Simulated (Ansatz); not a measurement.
Values for one crystal, relaxed and computed with the program Ansatz at the r²SCAN level (PAW); other levels are named.

```yaml
volume_per_atom: 19.00 Å³
electronic_character: metallic (no gap)
Density of states at the Fermi level: 1.2 states/eV per atom (mean over ±0.08 eV)
Formation energy from the elements (no fitted shifts): -0.32 eV/atom
```

Problem. Which compound is it?
(A) MnGa4, Im-3m (Mn on 2a, Ga on 8c)
(B) LaCu5, P6/mmm (La on 1a, Cu on 3g, Cu on 2c)
(C) SrIr2, cubic Laves (MgCu2 type)
(D) CaZn2, Imma (Ca on 4e, Zn on 8h)

Solution. C, SrIr2, cubic Laves (MgCu2 type)

Space group Fd-3m (cubic Laves (MgCu2 type)). The workflow started from a Materials Project entry (that database holds measured and hypothetical structures alike); the Crystallography Open Database files this formula in space group No. 227, but the cells were not matched. Its standing as an ambient phase is unchecked. Symmetry was held in the r²SCAN relaxation; its stability against distortions is not shown here. No spin polarisation was allowed. The references are the lowest solids computed at this level, not always the standard phases. Scalar-relativistic: spin–orbit coupling is off unless named, which matters more the heavier the elements.

Potentials: the later of the program's two PAW sets.
